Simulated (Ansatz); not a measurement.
Si2Ni:
```xyz
6
Lattice="-2.7754 2.7754 2.4455 2.7754 -2.7754 2.4455 2.7754 2.7754 -2.4455" Properties=species:S:1:pos:R:3 pbc="T T T"
Si     0.8591     3.6346     0.0000
Si     0.8591     1.9163     2.4455
Si     1.9163     0.8591     0.0000
Si     1.9163    -0.8591     2.4455
Ni     0.0000     0.0000     1.2227
Ni     0.0000     0.0000     3.6682
```

Relaxed with PBE. Special points in fractions of this cell's reciprocal vectors: Γ (0.000, 0.000, 0.000); X (0.000, 0.000, 0.500); M (-0.500, 0.500, 0.500); Z (0.444, 0.444, -0.444); Z0 (-0.444, 0.556, 0.444); P (0.250, 0.250, 0.250); N (0.000, 0.500, 0.000).

Q: List the band energies nearest the Fermi level at these points for DFT-PBE in the program Ansatz with PAW potentials.

A: In eV from the Fermi level; about four levels below and three above (degenerate sets whole), none deeper than 8.9 eV; points with the same levels are listed once.

```tsv
k	below	above
Γ	-0.82 -0.36 -0.03 -0.03	2.07 4.86 4.86
X	-2.61 -2.23 -2.15 -0.21	0.29 1.64 2.63
M	-2.61 -2.22 -2.22 -0.92	0.16 0.32 1.73 1.73
Z	-2.25 -2.25 -0.95 -0.12	0.23 1.07 1.07
P	-3.07 -3.07 -1.61 -1.61	0.42 0.42 0.84 0.84
N	-2.13 -2.13 -0.66 -0.66	1.53 1.53 2.85 2.85
```

Space group I4/mcm. A made-up cell: these elements were put on the sites of a structure type; neither database checked (COD, Materials Project) lists it. It is not the phase usual at ambient conditions (space group No. 225). The cell was relaxed with PBE under the symmetry of its start; whether a distortion lowers the energy is not shown. The workflow began spin-polarised and lost its moments.

Potentials: the later of the program's two PAW sets.
